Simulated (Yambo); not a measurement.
BSE-type run in Yambo on AlN (zinc blende, space group F-43m, No. 216) under isotropic strain of -1.5 % on all lattice vectors, at zero momentum.

Quantum ESPRESSO step (PBEsol, PseudoDojo standard norm-conserving files, scalar-relativistic):
```
&CONTROL
  calculation = 'nscf'
  pseudo_dir = './pseudo'
  outdir = './out'
/
&SYSTEM
  ibrav = 0
  nat = 2
  ntyp = 2
  ecutwfc = 84.0
  ecutrho = 336.0
  occupations = 'fixed'
  force_symmorphic = .true.
  nbnd = 15
/
&ELECTRONS
  conv_thr = 2e-09
  diago_full_acc = .true.
  diago_thr_init = 1e-08
/
ATOMIC_SPECIES
N 14.0070 N.upf
Al 26.9815 Al.upf
CELL_PARAMETERS angstrom
  0.000000000000   2.155542304851   2.155542304851
  2.155542304851   0.000000000000   2.155542304851
  2.155542304851   2.155542304851   0.000000000000
ATOMIC_POSITIONS crystal
N   0.249999929289   0.249999929289   0.249999929289
Al   0.000000000000   0.000000000000   0.000000000000
K_POINTS automatic
10 10 10 0 0 0
```

Yambo input:
```
rim_cut
optics
bse
bss
dipoles
em1s
RandQpts= 1000000
RandGvec= 1 Ry
FFTGvecs= 40 Ry
Chimod= "HARTREE"
BSKmod= "SEX"
BSEmod= "resonant"
BSSmod= "hs"
BSENGexx= 15 Ry
BSENGBlk= 4 Ry
% KfnQP_E
 1.625 | 1.0 | 1.0 |
%
% BSEQptR
 1 | 1 |
%
% BSEBands
 2 | 5 |
%
% BEnRange
 0.0 | 12.2 | eV
%
% BDmRange
 0.15 | 0.15 | eV
%
BEnSteps= 244
% BLongDir
 1.0 | 0.0 | 0.0 |
%
BSHayTrs= -0.02
BSSNEig= 24
WRbsWF
% BndsRnXs
 1 | 10 |
%
NGsBlkXs= 4 Ry
% LongDrXs
 1.0 | 1.0 | 1.0 |
%
```

From the report:

The dimension is k points × valence × conduction bands = 1000 × 3 × 1 = 3000.
```
   [SLEPC] Approach                          : Krylov-Schur
   [SLEPC] Number of requested eigenvalues   :  24
   [SLEPC] Number of eigenvalues        [NEV]:  24
    [K] Dimension                                    :  3000
    [K] Bands                                        :   2   5
    [K] Exchange res                                 : yes
    [K] Correlation res                              : yes
    [K] W interaction is bare                        : no
    [K] RL vectors exchange                          :  169
    [K] RL vectors correlation                       :  27
    [W] Matrix size                                  :  27
    [W] Bands                                        :   1  10
    [W] Coulomb Cutoff                               : none
    [W] Hxc Kernel                                   : HARTREE
```

Geometry strained from the cell relaxed with PBEsol, atoms relaxed again.

This is not the ordinary phase of the substance; no match was found in the copy of COD used, and its stability was not checked.
